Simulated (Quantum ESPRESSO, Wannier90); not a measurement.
**SnS2 (I-42d), plane waves to Wannier functions**

```xyz
6
Lattice="5.9265 0.0000 0.0000 0.0000 5.9265 0.0000 -2.9632 -2.9632 4.9111" Properties=species:S:1:pos:R:3 pbc="T T T"
Sn     0.0000    -2.9632     2.4556
Sn     0.0000     0.0000     0.0000
S     -1.4505    -1.4816     1.2278
S     -1.4816     1.4505    -1.2278
S      1.4505     1.4816     1.2278
S      1.4816    -1.4505    -1.2278
```

Materials Project entry mp-1002063; symmetrised, unrelaxed at this level. Not found in the COD (Crystallography Open Database) copy used, which has the formula in other groups; not checked further. Computed values, not measurements, from LDA: Quantum ESPRESSO (norm-conserving PseudoDojo potentials, cutoff 58 Ry, no spin polarisation, no spin-orbit coupling) on a Γ-centred 4×4×4 mesh, then Wannier90. Density: 6×6×6 mesh, cold smearing 0.01 Ry. Spin-orbit coupling is left out although heavy elements are present.

Bands 11-26 form an isolated set from -13.09 to 0.00 eV relative to the valence-band maximum (on the path) and are turned into 16 Wannier functions by minimising the spread from the start: sp3 on S.

### Question
Where do the functions sit, how wide are they and what are they made of?

### Answer
| functions | spread (Å²) | nearest atom, distance (Å) | second atom, distance (Å) | weight on atomic waves |
|---|---|---|---|---|
| 8 | 1.64 | S 0.93 | Sn 1.48 | S 3p 52 %, Sn 5p 19 %, Sn 5s 14 % |
| 8 | 1.54 | S 0.42 | Sn 2.50 | S 3p 59 %, S 3s 34 %, Sn 5p 5 % |

Ω_I = 22.27 Å², Ω_total = 25.41 Å²; the interpolated bands follow pw.x to 2.3 meV rms on the path. It is the lowest total spread that any start reached here.
